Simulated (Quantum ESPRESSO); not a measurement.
# Moving one atom in Zn3Se2Cl2

These are calculations, not measurements. They come from pw.x of Quantum ESPRESSO 7.5, a plane-wave density functional program, with PseudoDojo standard norm-conserving files (v0.5 for PBE, v0.4.1 for LDA and PBEsol). The cells are made up: elements, strain and atom displacements were drawn at random, and nothing was relaxed. There is no spin polarisation, spin-orbit coupling or dispersion term.

The cell has 8 sites of a wurtzite lattice (rectangular cell). Sites 1 to 4 hold empty Zn Zn Zn; sites 5 to 8 hold Se Se Cl Cl. Cell vectors in Å: (3.878, 0.000, 0.000); (0.000, 6.717, 0.000); (0.000, 0.000, 6.333). Settings: PBE, cutoff 1170 eV, 5 x 4 x 4 k mesh shifted by half a step, Fermi-Dirac smearing of 0.025 eV.

Each run shifts the Zn atom on site 3 along z and leaves all else fixed. Site 7 is one of its nearest neighbours. E is the free energy of the cell above the lowest run shown. The last column is band 54 less band 53 at Gamma, from a band step after each run.

```
run,shift (Å),Fz on site 3 (eV/Å),Fz on site 7 (eV/Å),P (GPa),E (meV),level step at Gamma (eV)
1,-0.0863,0.708,0.025,3.80,56.4,1.154
3,0.0043,0.317,0.199,3.59,8.7,1.014
4,0.0229,0.215,0.251,3.56,3.8,0.984
5,0.0526,0.035,0.350,3.52,0.0,0.936
6,0.1121,-0.398,0.611,3.48,10.3,0.837
7,0.1299,-0.549,0.708,3.48,18.7,0.807
2,-0.0666,?,?,?,?,?
```

A rerun of one of these cells at 1467 eV and k mesh 7 x 6 x 6 moved values by no more than 0.007 eV in the cell's energy, 0.06 GPa in stress and 0.003 eV/Å in force.

## Worked fit

A parabola through the six runs shown gives Fz on site 3 = 0.343 - 5.27 u - 12.1 u² eV/Å, with u in Å and a scatter of 0.004 eV/Å. Minus the slope, 5.27 ± 0.13 eV/Å², is this atom's force constant along z at u = 0, with its periodic images moving too. The fitted force vanishes at u = 0.057 Å, where the energy should be lowest along this line. The error is the larger of the fit's own and the change that a cubic makes, rounded up.

## Withheld run

Question: what Fz on site 3 should run 2 give?

The fit gives 0.640 eV/Å. The calculation gave 0.637 eV/Å.

```
run,shift (Å),Fz on site 3 (eV/Å),Fz on site 7 (eV/Å),P (GPa),E (meV),level step at Gamma (eV)
2,-0.0666,0.637,0.053,3.75,43.2,1.125
```